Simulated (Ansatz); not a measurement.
A run on SnTe₃ that went wrong

Someone meant to compute SnTe₃ with PBE, plane waves and PAW in Ansatz and wrote this input.

```yaml
crystal:
  lattice:
    - [0.0, 3.861219, 3.861219]
    - [3.861219, 0.0, 3.861219]
    - [3.861219, 3.861219, 0.0]
  atoms:
    - { symbol: Sn, position: [0.0, 0.0, 0.0] }
    - { symbol: Te, position: [0.25, 0.25, 0.25] }
    - { symbol: Te, position: [0.75, 0.75, 0.75] }
    - { symbol: Te, position: [0.5, 0.5, 0.5] }
basis:
  ecutwfc: 420
kpoints:
  mp_grid: { grid: [10, 10, 10] }
hamiltonian:
  xc: pbe
scf:
  occupations: { method: gaussian, width: 0.1 }
  max_iterations: 100
output:
  forces: true
  stress: true
  eigenvalues: true
```

Output, shortened:

```text
Error: YAML parse error: error: line 19 column 3: unknown field `max_iterations`, expected one of max_iter, algorithm, n_extra_bands, self_checks, convergence, lower_state_search, omitted_lower_state_checks, lower_solution_reach, mixing, occupations, eigensolver, initial_density, exx
  --> <input>:19:3
   |
17 | scf:
18 |   occupations: { method: gaussian, width: 0.1 }
19 |   max_iterations: 100
   |   ^ unknown field `max_iterations`, expected one of max_iter, algorithm, n_extra_bands, self_checks, convergence, lower_state_search, omitted_lower_state_checks, lower_solution_reach, mixing, occupations, eigensolver, initial_density, exx
20 | output:
21 |   forces: true
   |
```

Question: Name the fault and the cure.

Answer: The fault is a key that the program doesn't know. The parser takes only the keys that it knows. The cure is the key removed, its setting being given under the right name.

Fix (which also takes the iteration limit of the reference run):

```diff
 scf:
-  max_iterations: 100
```

With the mended input the run converges and gives a pressure of 0.00 GPa, no gap.